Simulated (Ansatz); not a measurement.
Input and command of a plane-wave DFT calculation in Ansatz:

```yaml
crystal:
  lattice:
    - [0.0, 2.2815, 2.2815]
    - [2.2815, 0.0, 2.2815]
    - [2.2815, 2.2815, 0.0]
  atoms:
    - { symbol: Nb, position: [0.0, 0.0, 0.0] }
    - { symbol: H, position: [0.2116480386, 0.2116480386, 0.2883519614] }
    - { symbol: H, position: [0.7116480386, 0.7116480386, 0.7883519614] }
basis:
  ecutwfc: 420
kpoints:
  mp_grid: { grid: [18, 18, 18] }
hamiltonian:
  xc: pbesol
scf:
  occupations: { method: gaussian, width: 0.15 }
output:
  forces: true
  stress: true
  eigenvalues: true
```

```bash
ansatz run input.yaml --threads 1 --pin off --max-ram 2560MiB --backend cpu --events-out ev --progress --plain --runs-dir out
```

Processor: Arm Neoverse V2, 1 thread, on a host shared with other jobs.

**Question.** How long does it run, and how much memory does it take?

**Answer.** About 8.7 s on 1 thread of Arm Neoverse V2, with other jobs on the host, peak memory 0.43 GiB. It solves 12 bands at 480 k points (the mesh reduced by symmetry) with about 459 plane waves, in 6 SCF iterations.
